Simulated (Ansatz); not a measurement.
## Rh: two-dimensional strain map

All numbers below come from Ansatz 0.2.0, DFT r2SCAN, scalar-relativistic, plane waves, PAW. The runs took a 500 eV cutoff, a Γ-centred 22×22×22 mesh and Gaussian smearing (0.15 eV). No spin polarisation. Energies are free energies at this smearing, counted from the undisturbed cell; pressure is positive in compression.

Zero of the scan (as given, not relaxed at this level; it stands at -0.6 GPa):

```yaml
crystal:
  lattice:
    - [0.00000, 1.90155, 1.90155]
    - [1.90155, 0.00000, 1.90155]
    - [1.90155, 1.90155, 0.00000]
  atoms:
    - { symbol: Rh, position: [0.00000, 0.00000, 0.00000] }
```

The cell is strained by p along both x and y and by q along z, fractional coordinates fixed. Points are written (p, q).

Energy above the undisturbed cell in meV/atom (a dash: not computed):

```csv
p \ q,-0.050,-0.025,0.000,0.025,0.050
-0.050,?,223.2,157.6,122.9,114.4
-0.025,138.6,70.7,?,25.6,39.6
0.000,50.0,11.1,0.0,12.6,45.1
0.025,38.2,24.2,34.2,64.7,112.6
0.050,?,?,121.4,166.9,227.3
```

Question: Fill in the withheld energies.

Answer: (-0.050, -0.050): 325.0; (-0.025, 0.000): 34.6; (0.050, -0.050): 86.1; (0.050, -0.025): 93.5.